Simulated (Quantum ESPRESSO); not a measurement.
Ti3Sn2Al2Ru, one composition in several site orders

Simulated, not a measurement. The program is pw.x of Quantum ESPRESSO 7.5 (plane-wave density functional theory). The cell is made up: eight metal atoms on a hexagonal close-packed lattice, with elements, volume, strain and displacements drawn at random and not relaxed, so it may be unstable or far from any real phase. PseudoDojo standard norm-conserving files set the functional (PBE unless stated); there is no spin polarisation or spin-orbit coupling, the Fermi-Dirac width of 0.25 eV means electrons at about 2900 K, and the masses in the input are unused placeholders. The tin pseudopotential is less sure than most, with forces differing by about three percent from a second method on plain tin. A spin test at this wide smearing found no moment, but such smearing suppresses magnetism that the real alloy may have.

The runs put one composition on the sites in different orders. Cell, positions, cutoff, mesh and smearing stay as in the input of run 1; sites are counted in its order. Stress in the tables is positive in tension.

Input of run 1:

```
&control calculation='scf', pseudo_dir='./dojo.nc.sr.pbe.v0_5.standard.upf', outdir='./o', disk_io='medium', tprnfor=.true., tstress=.true. /
&system ibrav=0, nat=8, ntyp=4, nbnd=56, ecutwfc=84.00895049, nosym=.true., tot_charge=0,
 occupations='smearing', smearing='fd', degauss=0.0183746611
/
&electrons conv_thr=1.470e-08, electron_maxstep=70, mixing_beta=0.5 /
ATOMIC_SPECIES
Al 1.0 Al.upf
Ru 1.0 Ru.upf
Sn 1.0 Sn.upf
Ti 1.0 Ti.upf
CELL_PARAMETERS angstrom
0.0 0.0 -4.903
0.0 5.1202 0.0
5.9123 0.0 0.0
ATOMIC_POSITIONS angstrom
Ti -0.1045 0.0749 0.0747
Ti 2.9857 0.1256 -0.0065
Sn 1.32 2.4588 0.0046
Sn 4.4589 2.6592 -0.0883
Al 0.1098 1.8083 -2.3903
Ru 2.8767 1.7753 -2.5245
Ti 1.5226 4.3587 -2.5612
Al 4.4709 4.189 -2.4136
K_POINTS automatic
5 5 4 1 1 1
```

| run | elements on sites 1 to 8 | free energy less that of run 1 (eV) | -TS (eV) | pressure (GPa) | stress xx (GPa) | stress yy (GPa) | stress zz (GPa) | stress yz (GPa) | stress xz (GPa) | stress xy (GPa) | iterations |
| --- | --- | --- | --- | --- | --- | --- | --- | --- | --- | --- | --- |
| 1 | Ti Ti Sn Sn Al Ru Ti Al | 0.000 | -1.729 | -2.88 | 0.57 | 6.63 | 1.43 | 0.22 | 0.06 | -1.19 | 16 |
| 2 | Ti Sn Al Ru Ti Al Ti Sn | -0.443 | -1.738 | -3.36 | 4.65 | 3.56 | 1.88 | 0.05 | -0.41 | 0.17 | 16 |
| 3 | Ti Sn Ru Ti Sn Al Al Ti | -0.507 | -1.700 | -3.69 | 3.69 | 2.73 | 4.63 | 0.18 | 0.34 | 1.00 | 17 |
| 4 | Sn Al Ti Ti Sn Al Ru Ti | -0.427 | -1.751 | -3.85 | 3.85 | 5.42 | 2.28 | 0.13 | 0.00 | -1.39 | 16 |
| 5 | Ti Al Sn Ru Al Sn Ti Ti | 0.038 | -1.762 | -2.23 | 0.95 | 5.39 | 0.34 | -0.26 | -0.79 | -1.64 | 18 |
| 6 | Ti Ti Sn Al Sn Ti Al Ru | -0.260 | -1.581 | -3.08 | 4.01 | 4.99 | 0.24 | -0.07 | -0.58 | 1.29 | 16 |

Forces Fx Fy Fz (eV/Å):

| site | run 1 | run 2 | run 3 | run 4 | run 5 | run 6 |
| --- | --- | --- | --- | --- | --- | --- |
| 1 | 0.34 -0.55 0.04 | 0.64 -0.43 -0.30 | 0.82 -0.46 -0.27 | 0.72 -1.43 -0.19 | 0.07 -0.70 -0.27 | -0.50 -0.83 -0.06 |
| 2 | -0.18 -0.40 -0.05 | -0.74 -0.07 -0.29 | -0.36 -0.43 -0.23 | -0.80 -0.53 -0.03 | 0.26 -0.93 -0.23 | 0.34 -1.09 -0.21 |
| 3 | 2.08 1.43 0.02 | -0.12 1.11 0.05 | 0.34 0.68 0.31 | 1.28 1.73 0.17 | -0.16 1.91 -0.17 | 1.98 1.70 0.12 |
| 4 | -1.76 -0.54 0.47 | -0.07 -0.70 0.35 | -0.17 -0.05 0.37 | -1.04 -0.50 0.45 | -0.12 -0.04 -0.04 | -0.90 0.49 0.32 |
| 5 | -0.22 -0.96 -0.45 | -0.31 -0.37 -0.14 | -0.94 -0.60 -0.40 | -0.76 0.34 -0.51 | -1.52 -0.72 -0.10 | -2.63 -0.63 -0.52 |
| 6 | -0.05 -0.16 -0.06 | 0.27 0.45 0.21 | 0.46 0.51 0.11 | 0.45 -0.03 0.20 | 1.82 -0.15 0.44 | 1.88 0.03 0.12 |
| 7 | -0.02 0.14 0.47 | -0.36 -0.06 0.41 | -0.01 -0.65 0.28 | 0.77 0.12 -0.02 | -0.43 -0.03 0.31 | 0.30 0.00 0.44 |
| 8 | -0.18 1.05 -0.45 | 0.69 0.08 -0.30 | -0.13 0.99 -0.17 | -0.63 0.30 -0.07 | 0.08 0.67 0.05 | -0.47 0.35 -0.21 |

The sites are displaced and not relaxed, so the energy differences mix bonding between neighbours with strain and are not ordering energies. A rerun of one cell of this series at a higher cutoff and on a denser mesh moved values by no more than 0.002 eV in energy, 0.15 GPa in stress and 0.014 eV/Å in force, and a second program with other atomic files agreed on that cell to 2 % rms in force and 0.5 GPa in pressure.